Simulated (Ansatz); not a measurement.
## Relaxing a structure of Te$_{3}$As$_{2}$

The start is a generated trial cell of Te3As2 in the stibnite structure type. A full variable-cell relaxation at zero pressure is run with r2SCAN (plane waves to 500 eV, PAW, scalar-relativistic; Ansatz, a first-principles code). The first steps use a coarse 2×5×2 k-mesh.

Starting cell:
```yaml
crystal:
  lattice:
    - [12.24742, 0.00000, 0.00000]
    - [0.00000, 4.15730, 0.00000]
    - [0.00000, 0.00000, 12.18554]
  atoms:
    - { symbol: As, position: [0.97063, 0.25000, 0.17398] }
    - { symbol: As, position: [0.47063, 0.25000, 0.32602] }
    - { symbol: As, position: [0.02937, 0.75000, 0.82602] }
    - { symbol: As, position: [0.52937, 0.75000, 0.67398] }
    - { symbol: As, position: [0.64939, 0.25000, 0.96397] }
    - { symbol: As, position: [0.14939, 0.25000, 0.53603] }
    - { symbol: As, position: [0.35061, 0.75000, 0.03603] }
    - { symbol: As, position: [0.85061, 0.75000, 0.46397] }
    - { symbol: Te, position: [0.29220, 0.25000, 0.19181] }
    - { symbol: Te, position: [0.79220, 0.25000, 0.30819] }
    - { symbol: Te, position: [0.70780, 0.75000, 0.80819] }
    - { symbol: Te, position: [0.20780, 0.75000, 0.69181] }
    - { symbol: Te, position: [0.45040, 0.25000, 0.87700] }
    - { symbol: Te, position: [0.95040, 0.25000, 0.62300] }
    - { symbol: Te, position: [0.54960, 0.75000, 0.12300] }
    - { symbol: Te, position: [0.04960, 0.75000, 0.37700] }
    - { symbol: Te, position: [0.62460, 0.25000, 0.56110] }
    - { symbol: Te, position: [0.12460, 0.25000, 0.93890] }
    - { symbol: Te, position: [0.37540, 0.75000, 0.43890] }
    - { symbol: Te, position: [0.87540, 0.75000, 0.06110] }
```

Question: How much energy is released per atom?

Answer: 0.04 eV/atom.

Question: How does the volume change?

Answer: +3.1 %, from 31.02 to 31.98 Å³/atom.

Question: How do the shortest distances between atoms change?

Answer: The closest pairs of elements (up to four, under 3.6 Å), start → end: As–Te 2.66 → 2.61 Å; Te–Te 3.70 → 3.55 Å.

The space group stays Pnma (No. 62) (the run could not lower it); the end is AFLOW prototype A3B2_oP20_62_3c_2c (D5_8, as in Sb2S3), with 20 atoms in the primitive cell. Final values are on a 2×7×3 k-mesh of the relaxed cell. No spin polarisation in the result.

The run could not lose the symmetry of its start, so the end can be a saddle point.

The relaxed structure here is a generated cell of Te3As2: the first start was made by placing the elements on the sites of a structure type, and the end was not matched to a known phase here, so it may be hypothetical.
